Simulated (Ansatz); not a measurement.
Here is the system:

NiSb:
Space group P6₃/mmc (No. 194); a = b = 3.9143 Å, c = 5.0743 Å, α = β = 90.00°, γ = 120.00°

```
atom  site  symmetry       x       y       z
----  ----  --------  ------  ------  ------
Ni      2a      -3m.  0.0000  0.0000  0.0000
Sb      2c      -6m2  0.3333  0.6667  0.2500
```

This is the PBEsol-relaxed structure.

Q: All from PBEsol in the plane-wave PAW code Ansatz, unless another level is named. Give the electronic character.

A: metallic (no gap).

Q: Next, the formation energy from the elements (no fitted shifts)?

A: -0.31 eV/atom.

Q: What about the density of states at the Fermi level?

A: 0.49 states/eV per atom (mean over ±0.08 eV).

Q: And the gap with spin–orbit coupling?

A: none (metallic).

Space group P6_3/mmc (NiAs type). The cell was relaxed with PBEsol under the symmetry of its start; of distortions, only those at the zone centre were tested. No spin polarisation was allowed. The references are the lowest solids computed at this level, not always the standard phases. Scalar-relativistic: spin–orbit coupling is off unless named, which matters more the heavier the elements.

Potentials: the later of the program's two PAW sets.
